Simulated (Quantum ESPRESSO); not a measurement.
## Band energies of Sr₂NH

```xyz
4
Lattice="1.9068 1.1009 6.3023 -1.9068 1.1009 6.3023 0.0000 -2.2017 6.3023" Properties=species:S:1:pos:R:3 pbc="T T T"
H      0.0000     0.0000     0.0000
N      0.0000     0.0000     9.4534
Sr     0.0000     0.0000    14.3929
Sr     0.0000     0.0000     4.5139
```

norm-conserving PBEsol (Quantum ESPRESSO, 84 Ry, with spin-orbit coupling); path ΓLB1,BZΓX,QFP1Z,LP; energies in eV from the valence-band maximum.

```csv
k (1/Å),point,band 26,band 27,band 28,band 29,band 30,band 31,band 32,band 33
0.00,Γ,-0.20,4.34,4.34,4.60,4.60,4.68,4.68,4.70
0.32,,-0.14,3.46,3.46,3.85,3.85,4.73,4.73,4.89
0.64,,-0.03,2.42,2.42,2.92,2.92,4.64,4.64,5.36
0.97,L,0.00,1.74,1.74,2.82,2.82,4.65,4.65,5.49
1.34,,-0.11,2.08,2.08,3.26,3.26,3.31,3.31,5.38
1.58,B1,-0.08,2.34,2.34,2.66,2.66,3.90,3.90,4.62
1.58,B,-0.08,2.34,2.34,2.66,2.66,3.90,3.90,4.62
1.69,,-0.04,2.46,2.46,2.50,2.50,4.08,4.08,4.41
1.99,,-0.01,2.42,2.42,3.00,3.00,4.11,4.11,4.63
2.30,,-0.11,2.83,2.83,3.18,3.18,4.44,4.44,5.36
2.61,Z,-0.17,2.11,2.11,4.74,4.74,4.87,4.87,4.90
2.99,,-0.20,3.75,3.75,4.71,4.71,4.73,4.73,4.85
3.11,Γ,-0.20,4.34,4.34,4.60,4.60,4.68,4.68,4.70
3.42,,-0.14,3.48,3.48,4.03,4.03,4.40,4.40,5.04
3.73,,-0.08,2.70,2.70,2.95,2.95,3.92,3.92,5.23
4.04,,-0.11,2.25,2.25,3.09,3.09,3.43,3.43,5.14
4.24,X,-0.09,2.30,2.30,2.74,2.74,3.84,3.84,4.68
4.24,Q,-0.09,2.30,2.30,2.74,2.74,3.84,3.84,4.68
4.55,,-0.05,2.21,2.21,2.60,2.60,4.38,4.38,4.96
4.76,F,-0.04,2.09,2.09,2.60,2.60,4.61,4.61,5.65
4.76,P1,-0.03,2.12,2.12,2.51,2.51,4.62,4.62,5.70
4.85,,-0.04,2.23,2.23,2.45,2.45,4.60,4.60,5.76
5.12,,-0.07,2.49,2.49,3.03,3.03,4.17,4.17,5.69
5.38,,-0.13,2.69,2.69,3.36,3.36,4.60,4.60,5.25
5.65,Z,-0.17,2.11,2.11,4.74,4.74,4.87,4.87,4.90
5.65,L,0.00,1.74,1.74,2.82,2.82,4.65,4.65,5.49
5.99,P,-0.03,2.12,2.12,2.51,2.51,4.62,4.62,5.70
```

The PBEsol gap is direct, 1.74 eV at L.

Geometry of the Materials Project entry, not relaxed at this level.

The structure is a Materials Project entry; no match was found in the copy of COD used, and its stability was not checked.
